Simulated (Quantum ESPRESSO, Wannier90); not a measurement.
## W (bcc (W type)): Wannier90 run

```
W
1.0
   -1.58516     1.58516     1.58516
    1.58516    -1.58516     1.58516
    1.58516     1.58516    -1.58516
W
1
Direct
  0.00000   0.00000   0.00000
```

Materials Project entry mp-91; symmetrised, unrelaxed at this level. This is the element's usual structure. Method: PBEsol plane waves in Quantum ESPRESSO 7.5 (PseudoDojo norm-conserving files, 60 Ry, spinors with spin-orbit coupling), Bloch states on a 10×10×10 mesh through Γ, Wannier90 4.0.1. Density: 18×18×18 mesh, cold smearing 0.01 Ry.

Base run: 18 functions from bands 9-42 of the 42 computed, start hydrogen-like W: s;p;d, centres 0.05 Å off the atoms, frozen window up to 1.50 eV relative to the Fermi level, outer window open. One setting was then changed (edges relative to the Fermi level; misfit to pw.x on a path, for states up to 1.0 eV relative to the Fermi level).

```json
[
 {"run": "base", "Ω_I (Å²)": "17.98", "rms misfit (meV)": "3.5", "worst (meV)": "19"},
 {"run": "changed", "Ω_I (Å²)": "17.81", "rms misfit (meV)": "41", "worst (meV)": "256"}
]
```

Problem. Which change was made?
A) frozen window to -1.50 eV
B) frozen window to 0.50 eV
C) only the lowest 30 of the kept bands

Solution. A, frozen window to -1.50 eV. The others give:

```json
[
 {"run": "frozen window to 0.50 eV", "Ω_I (Å²)": "17.89", "rms misfit (meV)": "11", "worst (meV)": "98"},
 {"run": "only the lowest 30 of the kept bands", "Ω_I (Å²)": "19.44", "rms misfit (meV)": "4.2", "worst (meV)": "25"}
]
```
